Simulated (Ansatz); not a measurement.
**Energy landscape of Y2Si**

13 relaxations of Y2Si ended in 9 distinct structures. These are r2SCAN (plane waves to 500 eV, PAW, scalar-relativistic; Ansatz, a program for electronic structure) values and carry that method's errors.

```tsv
#	space group	Pearson	type	E − E(lowest) (eV/atom)	V (Å³/atom)	gap (eV, no SOC)	runs ending here
1	Cmcm	oS12	–	0.00	26.12	0.00	1
2	Fm-3m	cF12	AFLOW prototype AB2_cF12_225_a_c (C1, as in CaF2)	0.06	26.88	0.00	3
3	Pa-3	cP12	–	0.16	28.22	0.00	1
4	P-31m	hP9	AFLOW prototype AB2_hP9_162_ad_k (as in V2N)	0.22	30.44	0.00	1
5	P-42₁m	tP6	–	0.22	27.32	0.00	2
6	P4₂/mnm	tP6	AFLOW prototype A2B_tP6_136_f_a (C4, as in TiO2)	0.24	31.32	0.00	1
7	P4/mmm	tP3	–	0.26	27.49	0.00	1
8	P6/mmm	hP3	–	0.79	22.33	0.00	2
9	P6₂22	hP9	–	1.08	48.12	0.09	1
```

Cmcm, oS12 is the lowest among the structures calculated here.

Space group Cmcm (No. 63); a = 4.1865 Å, b = 11.6577 Å, c = 6.4226 Å, α = 90.00°, β = 90.00°, γ = 90.00°

```csv
atom,site,symmetry,x,y,z
Si,4c,m2m,0.0000,0.1152,0.2500
Y,4b,2/m..,0.0000,0.5000,0.0000
Y,4c,m2m,0.0000,0.2099,0.7500
```
(The calculation used a cell of 6 atoms; values per cell refer to that cell.)

Probably no minimum, since a slightly shaken restart fell lower: P4₂/mnm, tP6, AFLOW prototype A2B_tP6_136_f_a (C4, as in TiO2) (by 0.24 eV/atom, to Cmcm). Each run could gain symmetry but not lose that of its start, so entries can be saddle points. All of these are generated cells (placed on structure types, drawn at random, substituted or restacked) that were not matched to a known phase here. The real structure of this composition may not be among these, and whether this composition forms is not checked here. Energies are at zero temperature and pressure, without zero-point motion. No spin polarisation in the result. Gaps of cells over 8 atoms come from the SCF mesh and high-symmetry points alone.
